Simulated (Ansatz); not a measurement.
Start of a relaxation of SrSn2O3:

```cif
data_structure
_symmetry_space_group_name_H-M 'P 1'
_symmetry_Int_Tables_number 1
_cell_length_a 5.5795
_cell_length_b 5.5795
_cell_length_c 3.9189
_cell_angle_alpha 90.000
_cell_angle_beta 90.000
_cell_angle_gamma 120.000
_cell_volume 105.65
loop_
_atom_site_label
_atom_site_type_symbol
_atom_site_fract_x
_atom_site_fract_y
_atom_site_fract_z
_atom_site_occupancy
Sr1 Sr 0.00000 0.00000 0.88881 1
Sn1 Sn 0.66667 0.33333 0.96314 1
Sn2 Sn 0.33333 0.66667 0.96314 1
O1 O 0.50000 0.50000 0.45952 1
O2 O 0.50000 0.00000 0.45952 1
O3 O 0.00000 0.50000 0.45952 1
```

These are results of DFT PBE, scalar-relativistic, plane waves, PAW in Ansatz, not measurements. Cutoff 420 eV, Gaussian smearing, Γ-centred meshes. Cell and atoms relax first on a coarse mesh and then on a converged one. In between, the cell is made exact in the group found at 0.06 Å. The steps can't lower the symmetry of their start. No spin polarisation.

A guess keeps its type if space group and coordination stay and the shape of the cell changes little (axis ratios within about 15 %, angles within 6°); the volume may change.

Question: Does it keep its structure type, or change into something else?

Answer: It doesn't keep its type. The symmetry stays P6mm (No. 183). The volume per atom grows by 65.1 %, from 17.6 to 29.1 Å³. The shortest distance goes from 2.53 Å (Sn–O) to 2.07 Å (Sn–O). The ratio c/a of the conventional cell changes by a factor of 1.53. Counting neighbours within 15 % of an atom's shortest distance, the start has O 8, Sn 6, Sr 18 and the end O 2, Sn 3, Sr 6. In detail, at the end around Sr lie 6 O at 2.92 Å and 6 Sn at 3.78 Å; Sn is surrounded by 3 O at 2.07 Å, 3 Sn at 3.31 Å and 3 Sr at 3.78 Å; O has 2 Sn at 2.07 Å, 4 O at 2.86 Å and 2 Sr at 2.92 Å.

Space group P6mm (No. 183). a = 5.726 Å, b = 5.726 Å, c = 6.142 Å, α = 90.00°, β = 90.00°, γ = 120.00°
```tsv
atom	site	symmetry	x	y	z
Sr	1a	6mm	0.0000	0.0000	0.5139
Sn	2b	3m.	0.6667	0.3333	0.2148
O	3c	2mm	0.5000	0.5000	0.4167
```

The last run used a 6×6×6 mesh for its 6-atom cell and Gaussian smearing of 0.02 eV. No dispersion correction is applied, so the spacing and binding between layers, chains or molecules are poorly described. A structure relaxed within its symmetry needn't be a true minimum.
